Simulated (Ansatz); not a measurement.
A plane-wave run on LaTlS₃

input.yaml (Ansatz 0.2.0)

```yaml
crystal:
  lattice:
    - [4.039483, 0.0, 0.0]
    - [2.019742, -6.502211, 0.0]
    - [0.0, 0.0, -9.794496]
  atoms:
    - { symbol: Tl, position: [0.0, 0.0, 0.0] }
    - { symbol: Tl, position: [0.0, 0.0, 0.5] }
    - { symbol: S, position: [0.3585, 0.283, 0.9389] }
    - { symbol: S, position: [0.6415, 0.717, 0.4389] }
    - { symbol: S, position: [0.6415, 0.717, 0.0611] }
    - { symbol: S, position: [0.3585, 0.283, 0.5611] }
    - { symbol: S, position: [0.0835, 0.833, 0.75] }
    - { symbol: S, position: [0.9165, 0.167, 0.25] }
    - { symbol: La, position: [0.74651, 0.50698, 0.75] }
    - { symbol: La, position: [0.25349, 0.49302, 0.25] }
  symmetry: { tolerance: 0.0003 }
kpoints:
  mp_grid: { grid: [7, 7, 3], shift: [0, 0, 0] }
  band_path:
    path:
      - [0.0, 0.0, 0.0]
      - [0.0, -0.5, 0.0]
      - [0.45175643, -0.27412179, 0.0]
      - [0.54824357, 0.27412179, 0.0]
      - [0.0, 0.0, 0.0]
      - [0.0, 0.0, -0.5]
      - [0.54824357, 0.27412179, -0.5]
      - [0.45175643, -0.27412179, -0.5]
      - [0.0, -0.5, -0.5]
      - [0.0, -0.5, 0.0]
      - [0.0, 0.0, 0.0]
    npoints: 6
magnetization:
  spin_polarized: false
scf:
  occupations: { method: cold, width: 0.0215 }
  lower_state_search: "off"
  max_iter: 200
hamiltonian:
  pseudopotentials: { kind: paw }
  xc: pbe
basis:
  ecutwfc: 420
  fft_grid_basis: typed
output:
  forces: true
  stress: true
  eigenvalues: true
  bader: true
  populations: true
  elf: true
  write_potential: true
  volumetric_format: npy
  dos:
    e_range: [-12, 8]
    de: 0.05
    projected: { site_lists: { La: [La], S: [S], Tl: [Tl] } }
checkpoint:
  read: saved_state
```

The saved state is an earlier solution for the same cell, perhaps on another mesh. 

Output (shortened):

```
SCF iter   1: F=—  Δρ=6.86e-4  dr2=1.57e-3
SCF iter   2: F=—  S|Δr|=    0.00e0  Δρ=3.00e-4  dr2=3.02e-4
SCF iter   3: F=—  S|Δr|=    0.00e0  Δρ=7.58e-5  dr2=2.30e-5
SCF iter   4: F=—  S|Δr|=    0.00e0  Δρ=2.46e-5  dr2=2.93e-6
SCF iter   5: F=—  S|Δr|=    0.00e0  Δρ=1.06e-5  dr2=5.39e-7
SCF iter   6: F=-40811.4319 eV  S|Δr|=    0.00e0  Δρ=3.38e-6  dr2=5.01e-8
Free energy (F): -40811.4319 eV
Harris-Foulkes:  -40811.4319 eV  (|F-HF|=3.82e-8)
Internal energy: -40811.4320 eV  (E = F + TS)
E sigma→0 (E₀):  -40811.4320 eV
Entropy (-TS):   0.0000 eV (0.008 meV/atom)
Fermi energy:    7.1530 eV
Step filling:    the computed levels leave a gap of 0.0385 eV = 1.8 smearing widths at the electron count; against every level under it full and every level over it empty, smearing changes F+E_penalty+E_count by +0.029 meV and its σ→0 estimate by +3.73e-3 meV
--- Per-component energies (eV) ---
  E_band       = -142.9511
  E_kinetic    = 1687.9131
  E_local      = -3508.0168  (includes V_loc(G=0)·N_el)
  E_nonlocal   = 999.8956
  E_hartree    = 1247.5823
  E_xc         = -1313.0899
  E_vxc        = -1092.1571  (∫ρ·V_xc dr)
  E_paw        = -34778.2510  (= ΣΔE_a)
  E_vpaw       = -725.7462  (= ΣTr[D̂ρ^β])
  E_aug_tail   = 0.0000  (compensation charges beyond the density's cutoff)
  E_ewald      = -5147.4653
  E_smearing   = 0.0000  (= −TS)
--- Forces (eV/Å), atoms counted from 1 ---
  atom   1  Tl     0.0000     0.0000     0.0000
  atom   2  Tl     0.0000     0.0000     0.0000
  atom   3  S      0.0000    -0.4793    -0.1998
  atom   4  S      0.0000     0.4793    -0.1998
  atom   5  S      0.0000     0.4793     0.1998
  atom   6  S      0.0000    -0.4793     0.1998
  atom   7  S      0.0000     0.4736     0.0000
  atom   8  S      0.0000    -0.4736     0.0000
  atom   9  La     0.0000     0.1430     0.0000
  atom  10  La     0.0000    -0.1430     0.0000
--- Stress (GPa, compression-positive) ---
       -2.0542       0.0000       0.0000
        0.0000      -2.4811       0.0000
        0.0000       0.0000      -4.3606
  P = ⅓ Tr σ = -2.9653 GPa (-29.653 kbar)
```

Origin: a known structure type with other elements, at an estimated volume, so it need not be a known compound. Caveats: f levels without a U or exact exchange are poorly placed.
